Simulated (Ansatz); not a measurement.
B:
```
B
1.0
    0.00000     2.01591     2.01591
    2.01591     0.00000     2.01591
    2.01591     2.01591     0.00000
B
2
Direct
  0.00000   0.00000   0.00000
  0.25000   0.25000   0.25000
```

Relaxed with PBEsol.

Problem. Decompose the optical modes at the zone centre into irreducible representations, and say which are infrared and Raman allowed.

Solution. Point group m-3m: Γ_opt = T2g. Infrared: none. Raman: T2g.

Problem. Assign frequencies (DFPT, PBEsol in the plane-wave PAW code Ansatz).

Solution. T2g 574 cm⁻¹.

Space group Fd-3m (diamond). The start of the workflow was typed in or built on a structure type; neither database checked (COD, Materials Project) lists it. It is not the phase usual at ambient conditions (space group No. 166). Symmetry was held in the PBEsol relaxation. At this level the phase is mechanically unstable. As this level gives no gap, phonon frequencies hold no LO–TO term and depend on the k-mesh and smearing (Fermi–Dirac, 0.1 eV here).

Potentials: the later of the program's two PAW sets.
